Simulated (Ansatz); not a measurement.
LiBr (rock salt)

Space group Fm-3m (No. 225); a = b = c = 5.411 Å, α = β = γ = 90.00°

```
atom  site  symmetry       x       y       z
----  ----  --------  ------  ------  ------
Br      4a      m-3m  0.0000  0.0000  0.0000
Li      4b      m-3m  0.5000  0.5000  0.5000
```
(The calculation used a cell of 2 atoms; values per cell refer to that cell.)

Two coordinates are scanned: the volume, and the ratio of the stretch along z (the conventional c axis) to the stretch across it. Atoms keep their fractional coordinates.

Computed with PBEsol (plane waves to 420 eV, PAW, scalar-relativistic; Ansatz, a quantum-chemistry and plane-wave program). k mesh 11×11×11 (Γ-centred), Fermi-Dirac smearing 0.05 eV. Compression counts positive. LiBr was relaxed with its symmetry unable to fall.

Changes of σxx (GPa) from the point V/V₀ = 1.000, (c/a)/(c/a)₀ = 1.000 when one coordinate moves alone (two changes are said to add if the coupling is within 5 % of the smaller one, nearly so within 20 %):

```json
[
 {"point": "V/V₀ = 1.000, (c/a)/(c/a)₀ = 0.920", "change": "-0.700"},
 {"point": "V/V₀ = 1.000, (c/a)/(c/a)₀ = 0.960", "change": "-0.411"},
 {"point": "V/V₀ = 0.960, (c/a)/(c/a)₀ = 1.000", "change": "1.287"},
 {"point": "V/V₀ = 0.980, (c/a)/(c/a)₀ = 1.000", "change": "0.609"},
 {"point": "V/V₀ = 1.020, (c/a)/(c/a)₀ = 1.000", "change": "-0.546"},
 {"point": "V/V₀ = 1.040, (c/a)/(c/a)₀ = 1.000", "change": "-1.036"},
 {"point": "V/V₀ = 1.000, (c/a)/(c/a)₀ = 1.040", "change": "0.531"},
 {"point": "V/V₀ = 1.000, (c/a)/(c/a)₀ = 1.080", "change": "1.177"}
]
```

Problem. Do the two effects add at V/V₀ = 0.960, (c/a)/(c/a)₀ = 0.960? Give the computed change.

Solution. The sum of the single changes is 1.287 + (-0.411) = 0.876; the calculation gives 0.756, so the coupling contributes -0.120 (over 20 % of the smaller single change, not additive).

Problem. Do the two effects add at V/V₀ = 1.020, (c/a)/(c/a)₀ = 0.960? Give the computed change.

Solution. The sum of the single changes is -0.546 + (-0.411) = -0.957; the calculation gives -0.905, so the coupling contributes 0.052 (under 20 % of the smaller single change, nearly additive).

Problem. Do the two effects add at V/V₀ = 1.020, (c/a)/(c/a)₀ = 0.920? Give the computed change.

Solution. The sum of the single changes is -0.546 + (-0.700) = -1.246; the calculation gives -1.147, so the coupling contributes 0.099 (under 20 % of the smaller single change, nearly additive).

(A scan under strain: stresses follow from slopes of the energy per volume, elastic moduli from its curvatures.)
